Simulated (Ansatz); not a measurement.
## Lattice vibrations of Mg7Se at Γ

All numbers below come from Ansatz, DFT PBE, scalar-relativistic, plane waves, PAW. Plane waves to 420 eV; Γ-centred k mesh 6×6×6; Gaussian smearing of 0.10 eV. No spin polarisation. Phonons by linear response, acoustic sum rule imposed.

The cell, relaxed at this level:
```yaml
crystal:
  lattice:
    - [0.00000, 4.46937, 4.46937]
    - [4.46937, 0.00000, 4.46937]
    - [4.46937, 4.46937, 0.00000]
  atoms:
    - { symbol: Mg, position: [0.00000, 0.00000, 0.50000] }
    - { symbol: Mg, position: [0.50000, 0.00000, 0.50000] }
    - { symbol: Mg, position: [0.00000, 0.50000, 0.50000] }
    - { symbol: Mg, position: [0.50000, 0.50000, 0.00000] }
    - { symbol: Mg, position: [0.00000, 0.50000, 0.00000] }
    - { symbol: Mg, position: [0.50000, 0.00000, 0.00000] }
    - { symbol: Mg, position: [0.50000, 0.50000, 0.50000] }
    - { symbol: Se, position: [0.00000, 0.00000, 0.00000] }
```

It was reached by relaxing an invented guess, and it needn't be the stable form of this composition. In a metal, frequencies depend on the k mesh and the smearing, soft modes most.

**Question.** Is this structure stable against zone-centre distortions?

**Answer.** No: 6 of the 21 optical modes are imaginary.

**Question.** List the optical modes at Γ (i marks imaginary ones).

**Answer.**
| frequency (THz) | degeneracy |
| --- | --- |
| 1.33i | 3 |
| 1.10i | 3 |
| 3.67 | 2 |
| 4.84 | 3 |
| 5.18 | 3 |
| 6.69 | 3 |
| 7.76 | 3 |
| 8.06 | 1 |
